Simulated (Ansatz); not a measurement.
Relaxing an invented TaSi6 structure

The calculation used DFT PBE, scalar-relativistic, plane waves, PAW (Ansatz). Cutoff 420 eV, Gaussian smearing, Γ-centred meshes. Cell and atoms relax first on a coarse mesh and then on a finer one. In between, the cell is made exact in the group found at 0.06 Å. In metals the finer mesh still leaves noise of several meV/atom or more. The steps can't lower the symmetry of their start. No spin polarisation.

The cell of TaSi6 is invented: ordered superstructure of bcc (R-3m, No. 166) (sublattice all; occupants of the shared sites, in ratio, Si: 6, Ta: 1). The dimensions are guesses.

```
Ta Si
1.0
     2.38527    1.37713    6.81646
    -2.38527    1.37713    6.81646
     0.00000   -2.75427    6.81646
Ta Si
1 6
Direct
  0.00000 0.00000 0.00000
  0.28571 0.28571 0.28571
  0.57143 0.57143 0.57143
  0.85714 0.85714 0.85714
  0.14286 0.14286 0.14286
  0.42857 0.42857 0.42857
  0.71429 0.71429 0.71429
```

Energies over the elements count from the elements' standard structures at the same level, with no fitted energy shifts.

Question: What does it relax into?

Answer: The symmetry stays R-3m (No. 166). The volume per atom shrinks by 21.2 %, from 19.2 to 15.1 Å³. The shortest distance goes from 2.92 Å (Ta–Si and Si–Si) to 2.47 Å (Si–Si). The energy falls by about 0.31 eV/atom (the start's value is from the coarse mesh). Conventional cell: a = 4.392 Å, c = 19.018 Å. Ta has 8 Si at 2.72–2.73 Å and 6 Si at 2.94 Å; around Si on its first site lie 5 Si at 2.47–2.62 Å, 3 Ta at 2.72 Å and 6 Si at 3.07–3.22 Å; around Si on its second site lie 4 Si at 2.47–2.58 Å, 3 Si at 2.83 Å, 3 Ta at 2.94 Å and 4 Si at 3.31–3.38 Å; Si on its third site has 7 Si at 2.62–2.83 Å, 1 Ta at 2.73 Å, 3 Si at 3.07 Å and 3 Si at 3.31 Å.

```
Ta Si
1.0
     2.19576    1.26772    6.33924
    -2.19576    1.26772    6.33924
     0.00000   -2.53544    6.33924
Ta Si
1 6
Direct
  0.00000 0.00000 0.00000
  0.28115 0.28115 0.28115
  0.58876 0.58876 0.58876
  0.85654 0.85654 0.85654
  0.14346 0.14346 0.14346
  0.41124 0.41124 0.41124
  0.71885 0.71885 0.71885
```

Question: How does it come out in energy, and is it a metal?

Answer:

* Formation energy: +0.35 eV/atom
* Gap on the 12×12×12 mesh of the 7-atom cell: 0 eV (a metal)

The separate elements lie lower, so it is unstable against them.

The last run used Gaussian smearing of 0.10 eV. Spin–orbit coupling, which can matter for Ta, is left out. The cell is a metal run without spin; a magnetic state may lie lower. A structure relaxed within its symmetry needn't be a true minimum. In all, the 3 runs took 6.6 min on 1 thread of Arm Neoverse N1 (shared host).
